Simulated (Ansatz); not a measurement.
All numbers below come from Ansatz 0.2.0, DFT PBE, scalar-relativistic, plane waves, PAW. Settings: cutoff 420 eV, Γ-centred meshes spaced at most about 0.3 Å⁻¹, and about 0.25 Å⁻¹ or finer for metals (2π included), Gaussian smearing. No spin polarisation in the final relaxations.

All energies are static (0 K, no zero-point motion).

Compare these two cells of Sn2Te3Se, each relaxed at this level.

A.

```xyz
6
Lattice="3.9692 2.2916 3.6563 -3.9692 2.2916 3.6563 0.0000 -4.5832 3.6563" Properties=species:S:1:pos:R:3 pbc="T T T"
Sn    0.0000    0.0000    7.1351
Sn    0.0000    0.0000    3.8337
Te   -1.9846    1.1458    1.8281
Te    1.9846    1.1458    1.8281
Te    0.0000   -2.2916    1.8281
Se    0.0000    0.0000    0.0000
```

B.

```xyz
6
Lattice="10.2104 0.0000 0.0000 -5.1052 8.8425 0.0000 0.0000 0.0000 3.0076" Properties=species:S:1:pos:R:3 pbc="T T T"
Sn    0.0000    5.8950    1.5038
Sn    5.1052    2.9475    1.5038
Te    5.1052    0.0000    1.5038
Te   -2.5526    4.4213    1.5038
Te    2.5526    4.4213    1.5038
Se    0.0000    0.0000    1.5038
```

Problem. Which is lower in energy, and by how much?

Solution. A is lower, by 177 meV/atom. A has space group R-3m (No. 166), 33.3 Å³/atom and no gap on its mesh; B has space group P6/mmm (No. 191), 45.3 Å³/atom and no gap. Counting Sn or Te atoms around Se (for each partner element, those within 1.25 times its shortest distance or 1.15 times the sum of covalent radii, where it is the nearest in units of that sum or under 1.3; a plus sign parts groups by distance over the sum of covalent radii; the shortest distance is added where it exceeds 1.18 times the sum of covalent radii), A has Se 6 and B has Se 6+12 from 5.1 Å. B holds Te–Te chains (shortest 3.01 Å); in A the shortest Te–Te distance is 3.97 Å. The denser one is the lower, and pressure would at first widen the difference. Even the lower one lies +0.10 eV/atom against the reference forms of the elements (uncorrected), so neither is stable at this level. In A, around Sn lie 3 Te at 3.05 Å and 1 Sn at 3.30 Å; Te is surrounded by 2 Se at 2.93 Å and 2 Sn at 3.05 Å; around Se lie 6 Te at 2.93 Å. In B, Sn is surrounded by 3 Te at 2.95 Å and 2 Sn at 3.01 Å; Te is surrounded by 2 Sn at 2.95 Å and 2 Te at 3.01 Å; Se is surrounded by 2 Se at 3.01 Å. Both come from invented guesses. A third cell relaxed alike, in P-3m1, lies 177 meV/atom below the lower of the two.

These runs have no spin–orbit coupling, which can matter for Te. Cells relaxed within their symmetry can be saddle points.
